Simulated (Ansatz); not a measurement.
Total density of states per atom from PBEsol (plane waves, PAW; program Ansatz), in 0.25 eV bins, energy from the Fermi level:

(E (eV), states/eV/atom): (-7.85, 0.21); (-7.60, 0.16); (-7.35, 0.15); (-7.10, 0.15); (-6.85, 0.26); (-6.60, 0.51); (-6.35, 0.40); (-6.10, 0.36); (-5.85, 0.33); (-5.60, 0.26); (-5.35, 0.23); (-5.10, 0.21); (-4.85, 0.23); (-4.60, 0.38); (-4.35, 0.34); (-4.10, 0.61); (-3.85, 0.26); (-3.60, 0.54); (-3.35, 0.34); (-3.10, 0.37); (-2.85, 0.49); (-2.60, 0.42); (-2.35, 0.47); (-2.10, 0.32); (-1.85, 0.58); (-1.60, 0.53); (-1.35, 0.70); (-1.10, 0.49); (-0.85, 0.56); (-0.60, 0.35); (-0.35, 0.31); (-0.10, 0.38); (0.15, 0.38); (0.40, 0.41); (0.65, 0.39); (0.90, 0.42); (1.15, 0.53); (1.40, 0.33); (1.65, 0.23); (1.90, 0.37); (2.15, 0.42); (2.40, 0.50); (2.65, 0.48); (2.90, 0.35); (3.15, 0.43); (3.40, 0.38); (3.65, 0.43); (3.90, 0.52); (4.15, 0.74); (4.40, 0.59); (4.65, 0.70); (4.90, 0.49)

Which compound is it?
(A) FeSi2, P4/mmm (Fe on 1a, Si on 2h)
(B) Mn3Si, P4/mmm (Mn on 2g, Mn on 1c, Si on 1d)
(C) SiBi2O5, Cmc2_1 (Pearson symbol oS32)
(D) Si, P-43m (Si on 4e, Si on 3c)

D, Si, P-43m (Si on 4e, Si on 3c). Within 0.5 eV of the Fermi level: Si 3p 80 %, Si 3s 15 %. Projections are on Löwdin-orthogonalised atomic valence shells; empty p or d shells of many metals are not among them.

The start of the workflow was typed in or built on a structure type; neither database checked (COD, Materials Project) lists it. It is not the phase usual at ambient conditions (space group No. 227). Symmetry was held in the PBEsol relaxation; of distortions, only those at the zone centre were tested. The volume moved by -23 % from the start of the relaxation.

Potentials: the later of the program's two PAW sets.
